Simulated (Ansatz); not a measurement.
AlN (zinc blende) was relaxed and computed twice in Ansatz (plane waves, PAW), once with HSE06 and once with PBE.

```json
[
 {"": "cell", "run 1": "a = 4.365 Å, b = 4.365 Å, c = 4.365 Å, α = 90.00°, β = 90.00°, γ = 90.00°", "run 2": "a = b = c = 4.4025 Å, α = β = γ = 90.00°"},
 {"": "gap (eV)", "run 1": "4.56", "run 2": "3.31"},
 {"": "B₀ by P(V) fit (GPa)", "run 1": "212", "run 2": "193"}
]
```

Problem. Which run used which functional?

Solution. Run 1 is HSE06, run 2 is PBE.

All cells were relaxed under the symmetry of their starts (and spin orders); stability against distortions was not tested throughout.

Potentials: the earlier of the program's two PAW sets.

Ansatz (a first-principles code) is a plane-wave DFT program.
